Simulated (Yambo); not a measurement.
Ba₂SrWO₆ (space group R-3, No. 148), G0W0@LDA in Yambo; all else as in the reference (2×2×2 Γ-centred k mesh, bands 2 to 317 and a 8 Ry block in the screening, 317 bands in G with the Bruneval-Gonze terminator, plasmon pole fitted at 27.2 eV). One parameter is varied: the cutoff of the exchange sum, over 5, 10, 20, 40, 84 Ry.

Problem. From which value on does the gap F → F stay within 0.05 eV of the largest setting?

Solution. From 40 Ry on.
| cutoff of the exchange sum (Ry) | G0W0 gap (eV) | valence shift (eV) |
|---|---|---|
| 5 | 3.75 | 2.50 |
| 10 | 4.17 | 0.62 |
| 20 | 4.35 | -0.21 |
| 40 | 4.50 | -0.49 |
| 84 | 4.54 | -0.53 |
The last step of the sweep still moves the gap by 38 meV; the other settings are held fixed.

Spin-orbit coupling is not included.

Geometry of the Materials Project entry, not relaxed at this level; primitive cell a = b = c = 6.1295 Å, α = β = γ = 60.96°.

The structure is a Materials Project entry; no match was found in the copy of COD used, and its stability was not checked.

A shift is the quasiparticle energy of the state minus its LDA energy.
